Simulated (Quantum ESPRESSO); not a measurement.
**Band energies of CsCl at -1.5 % isotropic strain**

```xyz
2
Lattice="4.0045 0.0000 0.0000 0.0000 4.0045 0.0000 0.0000 0.0000 4.0045" Properties=species:S:1:pos:R:3 pbc="T T T"
Cl     2.0022     2.0022     2.0022
Cs     0.0000     0.0000     0.0000
```

PBEsol (pw.x of Quantum ESPRESSO, ONCV potentials, scalar-relativistic); path ΓXMΓRX,MR; energies in eV from the valence-band maximum.

```csv
k (1/Å),point,band 4,band 5,band 6,band 7,band 8,band 9,band 10,band 11
0.00,Γ,-5.68,-5.68,0.00,0.00,0.00,5.16,5.16,5.47
0.34,,-5.60,-5.60,-0.63,-0.13,-0.13,5.49,6.25,6.65
0.67,,-5.48,-5.48,-1.35,-0.32,-0.32,6.24,7.78,8.93
0.78,X,-5.47,-5.47,-1.41,-0.34,-0.34,6.34,7.93,8.75
1.01,,-5.74,-5.45,-1.19,-0.38,-0.30,6.53,7.89,8.01
1.34,,-6.49,-5.37,-0.60,-0.44,-0.17,6.10,6.29,8.23
1.57,M,-6.68,-5.35,-0.45,-0.45,-0.12,5.88,5.95,7.97
1.68,,-6.63,-5.36,-0.49,-0.44,-0.14,5.93,6.04,8.01
2.01,,-6.10,-5.45,-0.85,-0.33,-0.20,6.31,6.91,8.53
2.35,,-5.71,-5.60,-0.55,-0.13,-0.11,5.68,6.12,6.46
2.68,Γ,-5.68,-5.68,0.00,0.00,0.00,5.16,5.16,5.47
2.97,,-5.78,-5.62,-0.41,-0.11,-0.11,5.74,5.74,6.28
3.26,,-6.00,-5.81,-0.60,-0.43,-0.43,7.22,7.22,7.64
3.55,,-6.21,-6.21,-0.90,-0.90,-0.56,7.39,8.44,8.44
3.84,,-6.31,-6.31,-1.28,-1.28,-1.15,8.24,8.71,8.71
4.04,R,-6.33,-6.33,-1.37,-1.37,-1.37,8.81,8.81,8.81
4.14,,-6.33,-6.32,-1.35,-1.34,-1.31,8.65,8.75,8.80
4.44,,-6.23,-6.10,-1.10,-0.96,-0.64,7.44,7.98,8.63
4.74,,-5.89,-5.75,-0.92,-0.68,-0.18,7.28,7.36,7.68
5.05,,-5.51,-5.49,-1.36,-0.36,-0.31,6.40,7.91,8.70
5.15,X,-5.47,-5.47,-1.41,-0.34,-0.34,6.34,7.93,8.75
5.15,M,-6.68,-5.35,-0.45,-0.45,-0.12,5.88,5.95,7.97
5.24,,-6.67,-5.39,-0.48,-0.48,-0.19,6.01,6.05,7.99
5.54,,-6.52,-5.88,-0.91,-0.91,-0.82,7.34,7.74,8.28
5.93,R,-6.33,-6.33,-1.37,-1.37,-1.37,8.81,8.81,8.81
```

The PBEsol gap is direct, 5.16 eV at Γ.

Geometry strained from the cell relaxed with PBEsol, atoms relaxed again.
